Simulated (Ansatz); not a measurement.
The relaxed structure here is a generated cell of SiS2: the first start was made by placing the elements on the sites of a structure type, and the end was not matched to a known phase here, so it may be hypothetical.

A relaxed structure of SiS2. Calculation: r2SCAN (plane waves to 500 eV, PAW, scalar-relativistic; Ansatz, a first-principles code).

```
CELL_PARAMETERS angstrom
      5.72713     0.00000     0.00000
      0.00000     5.72713     0.00000
      0.00000     0.00000     5.72713
ATOMIC_POSITIONS crystal
  Si 0.00000 0.00000 0.00000
  Si 0.50000 0.50000 0.00000
  Si 0.00000 0.50000 0.50000
  Si 0.50000 0.00000 0.50000
  S  0.34717 0.34717 0.34717
  S  0.84717 0.15283 0.65283
  S  0.65283 0.84717 0.15283
  S  0.15283 0.65283 0.84717
  S  0.65283 0.65283 0.65283
  S  0.15283 0.84717 0.34717
  S  0.34717 0.15283 0.84717
  S  0.84717 0.34717 0.15283
```

Q: Determine the symmetry and give the standard cell with its independent sites.

A: Space group Pa-3 (No. 205); a = 5.727 Å, b = 5.727 Å, c = 5.727 Å, α = 90.00°, β = 90.00°, γ = 90.00°

```
atom  site  symmetry       x       y       z
----  ----  --------  ------  ------  ------
Si      4a      .-3.  0.0000  0.0000  0.0000
S       8c       .3.  0.3472  0.3472  0.3472
```

Q: Give the shortest distances between elements (the closest pairs, up to four, under 3.6 Å).

A: S–Si 2.34 Å; S–S 3.03 Å.

```yaml
volume_per_atom: 15.65 Å³
band_gap: zero (the bands touch at this level, without spin-orbit coupling)
```

No spin polarisation in the result.

The run could not lose the symmetry of its start; a randomly shaken copy of 12 atoms returns to this structure.
